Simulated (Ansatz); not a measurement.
A relaxation computed with Ansatz, from input to last step.

```yaml
crystal:
  lattice:
    - [4.5961057653, 0.0, 0.0]
    - [0.0, 4.5961057653, 0.0]
    - [0.0, 0.0, 2.9603563255]
  atoms:
    - { symbol: Be, position: [0.306, 0.306, 0.0] }
    - { symbol: Be, position: [0.194, 0.806, 0.5] }
    - { symbol: Be, position: [0.694, 0.694, 0.0] }
    - { symbol: Be, position: [0.806, 0.194, 0.5] }
    - { symbol: Pd, position: [0.0, 0.0, 0.0] }
    - { symbol: Pd, position: [0.5, 0.5, 0.5] }
basis:
  ecutwfc: 420
kpoints:
  mp_grid: { grid: [4, 4, 6] }
hamiltonian:
  xc: pbe
scf:
  occupations: { method: gaussian, width: 0.1 }
  lower_state_search: "off"
output:
  forces: true
  stress: true
  eigenvalues: true
relax:
  adjacent_minimum: "off"
  f_tol: 0.04
  max_steps: 70
  cell: { stress_tol: 0.4 }
```

```bash
ansatz run input.yaml --threads 1 --pin off --max-ram 2560MiB --backend cpu --events-out ev --progress --plain --runs-dir out
```

Method: DFT PBE, scalar-relativistic, plane waves, PAW in Ansatz 0.2.0.

Of 8 frames 7 are shown, positions in Å and forces in eV/Å; the SCF threshold varies from step to step. Steps run on the plane waves of an earlier cell, with a Pulay correction in the pressure. The basis is chosen afresh for the last frame, the zero of the energies, and at times for earlier ones too; energy and pressure step there, also at an unchanged geometry. Here that happened at step 6 (-14 meV/atom, 1.8 GPa); the frames before carry an error of that size.

```xyz
6
Lattice="4.5961 0.0000 0.0000 0.0000 4.5961 0.0000 0.0000 0.0000 2.9604" Properties=species:S:1:pos:R:3:forces:R:3 pbc="T T T" step=1 free_energy_over_end_meV_per_atom=740.49 pressure_GPa=67.52
Be    1.4064    1.4064    0.0000   -1.0473   -1.0473    0.0000
Be    0.8916    3.7045    1.4802    1.0473   -1.0473    0.0000
Be    3.1897    3.1897    0.0000    1.0473    1.0473    0.0000
Be    3.7045    0.8916    1.4802   -1.0473    1.0473    0.0000
Pd    0.0000    0.0000    0.0000    0.0000    0.0000    0.0000
Pd    2.2981    2.2981    1.4802    0.0000    0.0000    0.0000
6
Lattice="4.7861 0.0000 0.0000 0.0000 4.7861 0.0000 0.0000 0.0000 3.1054" Properties=species:S:1:pos:R:3:forces:R:3 pbc="T T T" step=2 free_energy_over_end_meV_per_atom=290.76 pressure_GPa=34.12
Be    1.4611    1.4611    0.0000   -0.5470   -0.5470    0.0000
Be    0.9320    3.8541    1.5527    0.5470   -0.5470    0.0000
Be    3.3250    3.3250    0.0000    0.5470    0.5470    0.0000
Be    3.8541    0.9320    1.5527   -0.5470    0.5470    0.0000
Pd    0.0000    0.0000    0.0000    0.0000    0.0000    0.0000
Pd    2.3930    2.3930    1.5527    0.0000    0.0000    0.0000
6
Lattice="4.9906 0.0000 0.0000 0.0000 4.9906 0.0000 0.0000 0.0000 3.2479" Properties=species:S:1:pos:R:3:forces:R:3 pbc="T T T" step=3 free_energy_over_end_meV_per_atom=63.18 pressure_GPa=11.90
Be    1.5164    1.5164    0.0000   -0.1953   -0.1953    0.0000
Be    0.9789    4.0117    1.6240    0.1953   -0.1953    0.0000
Be    3.4742    3.4742    0.0000    0.1953    0.1953    0.0000
Be    4.0117    0.9789    1.6240   -0.1953    0.1953    0.0000
Pd    0.0000    0.0000    0.0000    0.0000    0.0000    0.0000
Pd    2.4953    2.4953    1.6240    0.0000    0.0000    0.0000
6
Lattice="5.1346 0.0000 0.0000 0.0000 5.1346 0.0000 0.0000 0.0000 3.3960" Properties=species:S:1:pos:R:3:forces:R:3 pbc="T T T" step=4 free_energy_over_end_meV_per_atom=15.50 pressure_GPa=-0.71
Be    1.5614    1.5614    0.0000    0.0016    0.0016    0.0000
Be    1.0059    4.1287    1.6980   -0.0016    0.0016    0.0000
Be    3.5732    3.5732    0.0000   -0.0016   -0.0016    0.0000
Be    4.1287    1.0059    1.6980    0.0016   -0.0016    0.0000
Pd    0.0000    0.0000    0.0000    0.0000    0.0000    0.0000
Pd    2.5673    2.5673    1.6980    0.0000    0.0000    0.0000
6
Lattice="5.1313 0.0000 0.0000 0.0000 5.1313 0.0000 0.0000 0.0000 3.3804" Properties=species:S:1:pos:R:3:forces:R:3 pbc="T T T" step=5 free_energy_over_end_meV_per_atom=15.20 pressure_GPa=-0.04
Be    1.5585    1.5585    0.0000   -0.0065   -0.0065    0.0000
Be    1.0072    4.1241    1.6902    0.0065   -0.0065    0.0000
Be    3.5728    3.5728    0.0000    0.0065    0.0065    0.0000
Be    4.1241    1.0072    1.6902   -0.0065    0.0065    0.0000
Pd    0.0000    0.0000    0.0000    0.0000    0.0000    0.0000
Pd    2.5656    2.5656    1.6902    0.0000    0.0000    0.0000
6
Lattice="5.1313 0.0000 0.0000 0.0000 5.1313 0.0000 0.0000 0.0000 3.3804" Properties=species:S:1:pos:R:3:forces:R:3 pbc="T T T" step=6 free_energy_over_end_meV_per_atom=1.56 pressure_GPa=1.71
Be    1.5585    1.5585    0.0000   -0.0055   -0.0055    0.0000
Be    1.0072    4.1241    1.6902    0.0055   -0.0055    0.0000
Be    3.5728    3.5728    0.0000    0.0055    0.0055    0.0000
Be    4.1241    1.0072    1.6902   -0.0055    0.0055    0.0000
Pd    0.0000    0.0000    0.0000    0.0000    0.0000    0.0000
Pd    2.5656    2.5656    1.6902    0.0000    0.0000    0.0000
6
Lattice="5.1534 0.0000 0.0000 0.0000 5.1534 0.0000 0.0000 0.0000 3.4078" Properties=species:S:1:pos:R:3:forces:R:3 pbc="T T T" step=8 free_energy_over_end_meV_per_atom=0.00 pressure_GPa=0.24
Be    1.5684    1.5684    0.0000   -0.0020   -0.0020    0.0000
Be    1.0083    4.1451    1.7039    0.0020   -0.0020    0.0000
Be    3.5850    3.5850    0.0000    0.0020    0.0020    0.0000
Be    4.1451    1.0083    1.7039   -0.0020    0.0020    0.0000
Pd    0.0000    0.0000    0.0000    0.0000    0.0000    0.0000
Pd    2.5767    2.5767    1.7039    0.0000    0.0000    0.0000
```

The start puts this composition into another compound's structure type, which needn't suit it. The cell swells from 10.4 to 15.1 Å³ an atom, so the end can be far from any stable crystal. At the end the space group is P4_2/mnm (tolerance 0.05 Å).

It took 12 s on 1 thread of Intel(R) Xeon(R) 6975P-C (Granite Rapids), on a shared host, peak memory 0.42 GiB.

The k mesh is coarse.